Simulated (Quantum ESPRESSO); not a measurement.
Ir2GaAg3ZrTi, finding a planted mistake in a log

A calculation, not a measurement. The program is pw.x of Quantum ESPRESSO 7.5 (plane-wave density functional theory). The cell is made up: eight metal atoms on a face-centred cubic lattice, with elements, volume, strain and displacements drawn at random and not relaxed, so it may be unstable or far from any real phase. PseudoDojo standard norm-conserving files set the functional (PBE unless stated); there is no spin polarisation or spin-orbit coupling, the Fermi-Dirac width of 0.25 eV means electrons at about 2900 K, and the masses in the input are unused placeholders. Heavy elements are run without spin-orbit coupling, which real alloys of them have. A spin test at this wide smearing found no moment, but such smearing suppresses magnetism that the real alloy may have.

Intended input:

```
&control calculation='scf', pseudo_dir='./dojo.nc.sr.pbe.v0_5.standard.upf', outdir='./o', disk_io='minimal', tprnfor=.true., tstress=.true. /
&system ibrav=0, nat=8, ntyp=5, nbnd=78, ecutwfc=84.00895049, nosym=.true., tot_charge=0,
 occupations='smearing', smearing='fd', degauss=0.0183746611
/
&electrons conv_thr=1.470e-08, electron_maxstep=70, mixing_beta=0.5 /
ATOMIC_SPECIES
Ag 1.0 Ag.upf
Ga 1.0 Ga.upf
Ir 1.0 Ir.upf
Ti 1.0 Ti.upf
Zr 1.0 Zr.upf
CELL_PARAMETERS angstrom
0.0194 2.1075 2.1168
-4.2506 -0.0097 -0.0291
0.0389 -8.4358 8.4733
ATOMIC_POSITIONS angstrom
Ir 0.0212 0.0157 -0.017
Ir 0.0395 -2.1257 2.0964
Ga -0.0194 -4.2348 4.2507
Ag 0.0044 -6.3206 6.4031
Ag -2.0623 -0.0042 2.0656
Zr -2.0247 -2.1091 4.2329
Ti -2.0448 -4.2256 6.3261
Ag -2.0906 -6.3933 8.4372
K_POINTS automatic
8 6 2 1 1 1
```

The log is shortened where brackets say so; the opening notice, blank lines, dates and the lines on written files are dropped, and the path of the files is cut. It prints rydbergs, bohrs and kilobars, and counts compression as positive stress. Its total energy is the free energy E - TS of the whole cell.

Log of the intended run:

```
     Program PWSCF v.7.5
     Parallel version (MPI & OpenMP), running on       4 processor cores
     Number of MPI processes:                 4
     Threads/MPI process:                     1
     [start-up lines left out]
     bravais-lattice index     =            0
     lattice parameter (alat)  =       5.6448  a.u.
     unit-cell volume          =    1024.3945 (a.u.)^3
     number of atoms/cell      =            8
     number of atomic types    =            5
     number of electrons       =       128.00
     number of Kohn-Sham states=           78
     kinetic-energy cutoff     =      84.0090  Ry
     charge density cutoff     =     336.0358  Ry
     scf convergence threshold =      1.5E-08
     mixing beta               =       0.5000
     number of iterations used =            8  plain     mixing
     Exchange-correlation= PBE
                           (   1   4   3   4   0   0   0)
     [axes and pseudopotential details left out]
   Cartesian axes
     site n.     atom                  positions (alat units)
         1        Ir     tau(   1) = (   0.0070972   0.0052559  -0.0056911  )
         2        Ir     tau(   2) = (   0.0132235  -0.7116263   0.7018175  )
         3        Ga     tau(   3) = (  -0.0064946  -1.4176954   1.4230183  )
         4        Ag     tau(   4) = (   0.0014730  -2.1159643   2.1435831  )
         5        Ag     tau(   5) = (  -0.6904017  -0.0014060   0.6915065  )
         6        Zr     tau(   6) = (  -0.6778143  -0.7060691   1.4170594  )
         7        Ti     tau(   7) = (  -0.6845432  -1.4146155   2.1178056  )
         8        Ag     tau(   8) = (  -0.6998758  -2.1403023   2.8245442  )
     number of k points=    48  Fermi-Dirac smearing, width (Ry)=  0.0184
                       cart. coord. in units 2pi/alat
        k(    1) = (  -0.0591691   0.0001678   0.0885715), wk =   0.0416667
        k(    2) = (  -0.0587677   0.0886900   0.0004345), wk =   0.0416667
     [further k points left out]
     Dense  grid:   106621 G-vectors     FFT dimensions: (  36,  48, 135)
     Estimated max dynamical RAM per process >     396.81 MB
     Estimated total dynamical RAM >       1.47 GB
     Initial potential from superposition of free atoms
     starting charge     127.9917, renormalised to     128.0000
     Starting wfcs are   79 randomized atomic wfcs
     total cpu time spent up to now is        5.3 secs
     per-process dynamical memory:   296.6 Mb
     Self-consistent Calculation
     iteration #  1     ecut=    84.01 Ry     beta= 0.50
     Davidson diagonalization with overlap
     ethr =  1.00E-02,  avg # of iterations =  5.2
     total cpu time spent up to now is       19.8 secs
     total energy              =   -1760.79409302 Ry
     estimated scf accuracy    <       4.40937256 Ry
     iteration #  2     ecut=    84.01 Ry     beta= 0.50
     Davidson diagonalization with overlap
     ethr =  3.44E-03,  avg # of iterations =  4.4
     total cpu time spent up to now is       35.5 secs
     total energy              =   -1754.51380660 Ry
     estimated scf accuracy    <     195.34147876 Ry
     [iterations 3 to 17 left out]
     iteration # 18     ecut=    84.01 Ry     beta= 0.50
     Davidson diagonalization with overlap
     ethr =  6.08E-11,  avg # of iterations =  2.0
     total cpu time spent up to now is      217.9 secs
     total energy              =   -1763.65071546 Ry
     estimated scf accuracy    <       0.00000003 Ry
     iteration # 19     ecut=    84.01 Ry     beta= 0.50
     Davidson diagonalization with overlap
     ethr =  2.50E-11,  avg # of iterations =  2.0
     total cpu time spent up to now is      228.5 secs
     End of self-consistent calculation
     [lines on levels left out]
!    total energy              =   -1763.65071545 Ry
     estimated scf accuracy    <       0.00000001 Ry
     smearing contrib. (-TS)   =      -0.11368209 Ry
     internal energy E=F+TS    =   -1763.53703336 Ry
     The total energy is F=E-TS. E is the sum of the following terms:
     one-electron contribution =    -772.81070250 Ry
     hartree contribution      =     452.32353870 Ry
     xc contribution           =    -305.14083428 Ry
     ewald contribution        =   -1137.90903529 Ry
     convergence has been achieved in  19 iterations
     Forces acting on atoms (cartesian axes, Ry/au):
     atom    1 type  3   force =     0.00088857   -0.02645402    0.02207252
     atom    2 type  3   force =     0.00027416   -0.01339861    0.01409004
     atom    3 type  2   force =     0.01898846   -0.00707351    0.00588519
     atom    4 type  1   force =     0.00553412   -0.00529810   -0.00265670
     atom    5 type  1   force =    -0.00272504    0.00688432   -0.00552496
     atom    6 type  5   force =    -0.01399742    0.04336671   -0.04218801
     atom    7 type  4   force =    -0.00927621    0.00299579    0.00028224
     atom    8 type  1   force =     0.00031336   -0.00102258    0.00803968
     Total force =     0.078610     Total SCF correction =     0.000651
     Computing stress (Cartesian axis) and pressure
          total   stress  (Ry/bohr**3)                   (kbar)     P=     -126.32
  -0.00091202  -0.00002988  -0.00001936         -134.16       -4.40       -2.85
  -0.00002988  -0.00082477   0.00008272           -4.40     -121.33       12.17
  -0.00001936   0.00008272  -0.00083940           -2.85       12.17     -123.48
     init_run     :      5.03s CPU      5.26s WALL (       1 calls)
     electrons    :    217.29s CPU    223.15s WALL (       1 calls)
     forces       :      2.00s CPU      2.02s WALL (       1 calls)
     stress       :      6.74s CPU      6.89s WALL (       1 calls)
     [timing details left out]
     PWSCF        :   3m51.20s CPU   3m57.47s WALL
     JOB DONE.
```

A second run was made from an input with one planted mistake. Its log:

```
     Program PWSCF v.7.5
     Parallel version (MPI & OpenMP), running on       4 processor cores
     Number of MPI processes:                 4
     Threads/MPI process:                     1
     [start-up lines left out]
     bravais-lattice index     =            0
     lattice parameter (alat)  =       5.6448  a.u.
     unit-cell volume          =    1024.3945 (a.u.)^3
     number of atoms/cell      =            8
     number of atomic types    =            5
     number of electrons       =       128.00
     number of Kohn-Sham states=           78
     kinetic-energy cutoff     =      84.0090  Ry
     charge density cutoff     =     336.0358  Ry
     scf convergence threshold =      1.5E-08
     mixing beta               =       0.5000
     number of iterations used =            8  plain     mixing
     Exchange-correlation= PBE
                           (   1   4   3   4   0   0   0)
     [axes and pseudopotential details left out]
   Cartesian axes
     site n.     atom                  positions (alat units)
         1        Ir     tau(   1) = (   0.0070972   0.0052559  -0.0056911  )
         2        Ir     tau(   2) = (  -0.0068628  -0.7116263   0.7018175  )
         3        Ga     tau(   3) = (  -0.0064946  -1.4176954   1.4230183  )
         4        Ag     tau(   4) = (   0.0014730  -2.1159643   2.1435831  )
         5        Ag     tau(   5) = (  -0.6904017  -0.0014060   0.6915065  )
         6        Zr     tau(   6) = (  -0.6778143  -0.7060691   1.4170594  )
         7        Ti     tau(   7) = (  -0.6845432  -1.4146155   2.1178056  )
         8        Ag     tau(   8) = (  -0.6998758  -2.1403023   2.8245442  )
     number of k points=    48  Fermi-Dirac smearing, width (Ry)=  0.0184
                       cart. coord. in units 2pi/alat
        k(    1) = (  -0.0591691   0.0001678   0.0885715), wk =   0.0416667
        k(    2) = (  -0.0587677   0.0886900   0.0004345), wk =   0.0416667
     [further k points left out]
     Dense  grid:   106621 G-vectors     FFT dimensions: (  36,  48, 135)
     Estimated max dynamical RAM per process >     396.81 MB
     Estimated total dynamical RAM >       1.47 GB
     Initial potential from superposition of free atoms
     starting charge     127.9917, renormalised to     128.0000
     Starting wfcs are   79 randomized atomic wfcs
     total cpu time spent up to now is        5.2 secs
     per-process dynamical memory:   304.6 Mb
     Self-consistent Calculation
     iteration #  1     ecut=    84.01 Ry     beta= 0.50
     Davidson diagonalization with overlap
     ethr =  1.00E-02,  avg # of iterations =  5.2
     total cpu time spent up to now is       19.5 secs
     total energy              =   -1760.79259309 Ry
     estimated scf accuracy    <       4.41193715 Ry
     iteration #  2     ecut=    84.01 Ry     beta= 0.50
     Davidson diagonalization with overlap
     ethr =  3.45E-03,  avg # of iterations =  4.3
     total cpu time spent up to now is       35.5 secs
     total energy              =   -1754.50367376 Ry
     estimated scf accuracy    <     195.27955890 Ry
     [iterations 3 to 17 left out]
     iteration # 18     ecut=    84.01 Ry     beta= 0.50
     Davidson diagonalization with overlap
     ethr =  6.66E-11,  avg # of iterations =  2.0
     total cpu time spent up to now is      217.9 secs
     total energy              =   -1763.65031548 Ry
     estimated scf accuracy    <       0.00000003 Ry
     iteration # 19     ecut=    84.01 Ry     beta= 0.50
     Davidson diagonalization with overlap
     ethr =  2.61E-11,  avg # of iterations =  2.0
     total cpu time spent up to now is      228.9 secs
     End of self-consistent calculation
     [lines on levels left out]
!    total energy              =   -1763.65031548 Ry
     estimated scf accuracy    <       0.00000001 Ry
     smearing contrib. (-TS)   =      -0.11346845 Ry
     internal energy E=F+TS    =   -1763.53684703 Ry
     The total energy is F=E-TS. E is the sum of the following terms:
     one-electron contribution =    -773.20430814 Ry
     hartree contribution      =     452.52128324 Ry
     xc contribution           =    -305.14491528 Ry
     ewald contribution        =   -1137.70890686 Ry
     convergence has been achieved in  19 iterations
     Forces acting on atoms (cartesian axes, Ry/au):
     atom    1 type  3   force =     0.00050041   -0.02626400    0.02191451
     atom    2 type  3   force =     0.00680090   -0.01361014    0.01394446
     atom    3 type  2   force =     0.01794829   -0.00716384    0.00599618
     atom    4 type  1   force =     0.00555117   -0.00530206   -0.00265855
     atom    5 type  1   force =    -0.00653022    0.00749239   -0.00576554
     atom    6 type  5   force =    -0.01491764    0.04283038   -0.04173650
     atom    7 type  4   force =    -0.00952228    0.00304380    0.00025480
     atom    8 type  1   force =     0.00016938   -0.00102652    0.00805063
     Total force =     0.078540     Total SCF correction =     0.000672
     Computing stress (Cartesian axis) and pressure
          total   stress  (Ry/bohr**3)                   (kbar)     P=     -125.34
  -0.00090618  -0.00003235  -0.00001724         -133.30       -4.76       -2.54
  -0.00003235  -0.00081676   0.00008453           -4.76     -120.15       12.43
  -0.00001724   0.00008453  -0.00083310           -2.54       12.43     -122.55
     init_run     :      4.79s CPU      5.01s WALL (       1 calls)
     electrons    :    218.00s CPU    223.71s WALL (       1 calls)
     forces       :      1.98s CPU      1.98s WALL (       1 calls)
     stress       :      6.85s CPU      6.85s WALL (       1 calls)
     [timing details left out]
     PWSCF        :   3m51.83s CPU   3m57.83s WALL
     JOB DONE.
```

Question: the log repeats what the program read. Compare it with the intended run: what was wrong in the second input?

Answer: one coordinate of one atom is wrong. The input lines that differ:

```
- Ir 0.0395 -2.1257 2.0964
+ Ir -0.0205 -2.1257 2.0964
```

|  | intended run | run with the mistake |
| --- | --- | --- |
| free energy (eV) | -23995.690 | -23995.685 |
| entropy term -TS, part of it (eV) | -1.547 | -1.544 |
| pressure (GPa) | -12.63 | -12.53 |
| size of the largest force component (eV/Å) | 1.115 | 1.101 |
| largest change of a force component (eV/Å) |  | 0.168 |
| iterations | 19 | 19 |

For scale, a rerun of the intended cell at a higher cutoff and on a denser mesh moved values by no more than 0.017 eV in energy, 0.10 GPa in stress and 0.003 eV/Å in force, and a second program with other atomic files agreed on that cell to 2 % rms in force and 0.5 GPa in pressure.